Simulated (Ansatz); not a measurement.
Relaxed-ion elastic tensor of Ag (fcc (Cu type), Fm-3m) in GPa (Voigt order), DFT-PBEsol in the program Ansatz with PAW potentials; density 10.76 g/cm³, 16.65 Å³ per atom.

```
     1    2    3     4     5     6
-  ---  ---  ---  ----  ----  ----
1  144  107  107   0.0   0.0   0.0
2  107  144  107   0.0   0.0   0.0
3  107  107  144   0.0   0.0   0.0
4  0.0  0.0  0.0  51.4   0.0   0.0
5  0.0  0.0  0.0   0.0  51.4   0.0
6  0.0  0.0  0.0   0.0   0.0  51.4
```

Is the crystal mechanically stable?

Yes: the smallest eigenvalue of C is 36.3 GPa.

Work out the Voigt, Reuss and Hill averages.

K_V = 119, K_R = 119, K_H = 119; G_V = 38.1, G_R = 29.7, G_H = 33.9 GPa.

Give Young's modulus, Poisson's ratio, Pugh's ratio and the universal anisotropy index.

E = 9KG/(3K + G) = 92.9 GPa; ν = 0.37; K/G = 3.52 (ductile by the Pugh limit of 1.75); A_U = 5G_V/G_R + K_V/K_R − 6 = 1.42.

Estimate the sound speeds and the Debye temperature.

v_l = √((K + 4G/3)/ρ) = 3910 m/s, v_t = √(G/ρ) = 1770 m/s, mean 2000 m/s; Θ = (h/k)(3n/4πV)^(1/3) v_m = 233 K.

Give the Zener ratio and Young's modulus along [100], [110] and [111].

A = 2C44/(C11 − C12) = 2.83; 1/E = S11 − 2(S11 − S12 − S44/2)Γ with Γ = 0, 1/4, 1/3 gives 51.8, 96.3, 135 GPa.

The cell was relaxed with PBEsol under the symmetry of its start. The run is not spin-polarised. As this level gives no gap, shear constants depend on the k-mesh and smearing (Fermi–Dirac, 0.1 eV here).

Potentials: the earlier of the program's two PAW sets. The files were generated under PBE; for other functionals the program regenerates the frozen cores, and for LDA and PBEsol the local potential too.
